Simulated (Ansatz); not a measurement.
GePd (CsCl type, space group No. 221) at seven volumes, DFT-PBE in the program Ansatz with PAW potentials, scaled uniformly. One row is withheld.

| V (Å³/atom) | P (GPa) |
|---|---|
| 14.563 | 13.98 |
| 15.043 | 8.22 |
| 15.523 | 3.75 |
| 16.003 | -0.01 |
| 16.483 | -3.18 |
| 16.963 | -5.88 |
| 17.443 | ? |

Fit the shown pressures and predict the withheld one.

P = (3/2)B₀(x^(7/2) − x^(5/2))[1 + (3/4)(B′ − 4)(x − 1)] with x = (V₀/V)^(2/3). Least squares on the six rows gives V₀ = 15.993 Å³/atom, B₀ = 116 GPa, B′ = 5.33. At V = 17.443, x = 0.9438 and P = -7.99 GPa. The run itself gave -8.25 GPa.

Space group Pm-3m (CsCl type). A made-up cell: these elements were put on the sites of a structure type; neither database checked (COD, Materials Project) lists it. COD files the formula under space group No. 62, so this cell is another polymorph or a model. Whether it is the stable phase at ambient conditions was not checked. Symmetry was held in the PBE relaxation; whether a distortion lowers the energy is not shown. The run is not spin-polarised.

Potentials: the later of the program's two PAW sets.
